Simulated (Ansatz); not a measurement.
TlI (CsCl type, Pm-3m) under volume change, the program Ansatz at the LDA level (PAW), scaled uniformly.

```csv
V (Å³/atom),E − E(relaxed) (meV/atom),P (GPa)
30.515,29.0,3.39
31.521,(withheld),(withheld)
32.527,(withheld),(withheld)
33.533,0.0,0.00
34.539,2.5,-0.77
35.545,9.4,-1.41
36.551,20.0,-1.95
```

### Question
Some entries are withheld; supply them.

### Answer

- 31.521, E − E(relaxed) (meV/atom): 12.1
- 31.521, P (GPa): 2.04
- 32.527, E − E(relaxed) (meV/atom): 2.8
- 32.527, P (GPa): 0.93

### Question
What does a third-order Birch–Murnaghan fit give for V₀, B₀ and B′?

### Answer
V₀ = 33.53 Å³/atom, B₀ = 28.2 GPa, B′ = 5.1.

The workflow started from a Materials Project entry (that database holds measured and hypothetical structures alike); the Crystallography Open Database files this formula in space group No. 221, but the cells were not matched. Whether it is the stable phase at ambient conditions was not checked. The LDA relaxation kept the symmetry of its start; whether a distortion lowers the energy is not shown. Spin–orbit coupling is left out wherever it is not named.

Potentials: the later of the program's two PAW sets.
